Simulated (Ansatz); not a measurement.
A generator proposed this cell of HfSi4.

```
Hf Si
1.0
    -2.15152    2.15152    4.06798
     2.15152   -2.15152    4.06798
     2.15152    2.15152   -4.06798
Hf Si
1 4
Direct
  0.00000 0.00000 0.00000
  0.24500 0.24500 0.00000
  0.75500 0.75500 0.00000
  0.50000 0.00000 0.50000
  0.00000 0.50000 0.50000
```

Method: Ansatz 0.2.0, DFT PBE, scalar-relativistic, plane waves, PAW. Settings: cutoff 420 eV, Γ-centred mesh 6×6×6 on the computed 5-atom cell, Gaussian smearing of 0.10 eV; no spin polarisation.

The zero of energy is the elements' standard structures at the same level; no fitted shifts are applied.

**Question.** What does a single point on this coarse mesh give?

**Answer.** The pressure is 62.8 GPa (the mean over three directions, positive in compression), the largest force is 10.53 eV/Å, and the energy is +2.58 eV/atom against the elements. The shortest distance is 1.99 Å.

**Question.** Is it a good guess?

**Answer.** A poor one: relaxing gains about 2.0 eV/atom (the start's value is from the coarse mesh, so the gain is rough) in 17 ionic steps and ends at +0.61 eV/atom on the finer mesh. The symmetry stays I4/mmm (No. 139). The volume per atom grows by 35.8 %, from 15.1 to 20.5 Å³. The shortest distance goes from 1.99 Å (Hf–Si) to 2.43 Å (Si–Si). The ratio c/a of the conventional cell changes by a factor of 0.83. Conventional cell: a = 5.075 Å, c = 7.944 Å. Hf is surrounded by 4 Si at 2.54 Å and 2 Si at 2.76 Å; around Si on a site of symmetry 4mm lie 1 Si at 2.43 Å, 1 Hf at 2.76 Å and 4 Si at 2.81 Å; Si on a site of symmetry mmm has 2 Hf at 2.54 Å and 4 Si at 2.81 Å.

The last run used a 10×10×10 mesh for its 5-atom cell and Gaussian smearing of 0.10 eV. These runs have no spin–orbit coupling, which can matter for Hf. The relaxation can't lower the symmetry of the start, and the grade says only how near the guess is to its own end. A structure relaxed within its symmetry needn't be a true minimum. Another cell of HfSi4 relaxed alike, in Im-3m, lies 0.33 eV/atom lower, so this cell isn't the stable form at this level.
